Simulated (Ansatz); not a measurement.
One starting cell of AlRu (a generated cell, AlRu built in the B19 structure type) was relaxed twice with Ansatz (plane waves, PAW, scalar-relativistic): with PBEsol at 420 eV and with PBE at 420 eV. The PBEsol result:

Space group Pm-3m (No. 221); a = 2.976 Å, b = 2.976 Å, c = 2.976 Å, α = 90.00°, β = 90.00°, γ = 90.00°

```json
[
 {"atom": "Al", "site": "1a", "symmetry": "m-3m", "x": "0.0000", "y": "0.0000", "z": "0.0000"},
 {"atom": "Ru", "site": "1b", "symmetry": "m-3m", "x": "0.5000", "y": "0.5000", "z": "0.5000"}
]
```

```csv
quantity,PBEsol,PBE
space group,Pm-3m,Pm-3m
volume (Å³/atom),13.18,13.55
a (Å),2.976,3.004
"gap (eV, no spin-orbit coupling)",0.00,0.00
```

Both levels end in the same structure; PBE's volume is 2.8 % larger. Neither column is exact.

No spin polarisation in the result.

The run could not lose the symmetry of its start; a randomly shaken copy of 4 atoms returns to this structure.

Ansatz is a first-principles code.
